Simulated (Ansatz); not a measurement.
# How far is PAW off for Ti?

```yaml
crystal:
  lattice:
    - [0.00000, 1.96910, 2.03000]
    - [1.96910, 0.00000, 2.03000]
    - [1.96910, 1.96910, 0.00000]
  atoms:
    - { symbol: Ti, position: [0.00000, 0.00000, 0.00000] }
```

The geometry is COD entry 1534878, unchecked; take it as a test cell. The listed cell was then made from it by scaling, straining or moving an atom.

Methods: DFT, LDA, PAW with Ansatz's default frozen-core files, scalar-relativistic (Ansatz 0.2.0); DFT, LDA, all-electron PAW with datasets made for the crystal, scalar-relativistic (Ansatz 0.2.0); DFT, LDA, all-electron LAPW, scalar-relativistic (Ansatz 0.2.0).

For PAW: a Γ-centred 15×15×15 k mesh, Fermi–Dirac smearing of 0.05 eV, cutoff 420 eV, no spin polarisation; the PAW files were made with PBE, and the program remakes their frozen cores for this functional. The crystal-made all-electron datasets (AE datasets) take a cutoff of 280 eV at this cell. LAPW targets a basis error of 0.25 meV/atom. The Ansatz runs share mesh, smearing and spin set-up. Plane-wave (PAW) pressures include the program's estimate of the Pulay term.

Stress and pressure are positive in compression.

The change that made this cell: equal xx and yy strain of -3 %.

| quantity | PAW | AE datasets | LAPW |
| --- | --- | --- | --- |
| pressure (GPa) | 2.28 | 2.30 | 2.29 |
| stress xx (GPa) | 2.56 | 2.58 | 2.57 |
| stress zz (GPa) | 1.73 | 1.74 | 1.74 |

PAW's pressure differs from the LAPW value by about 0.01 GPa or less.
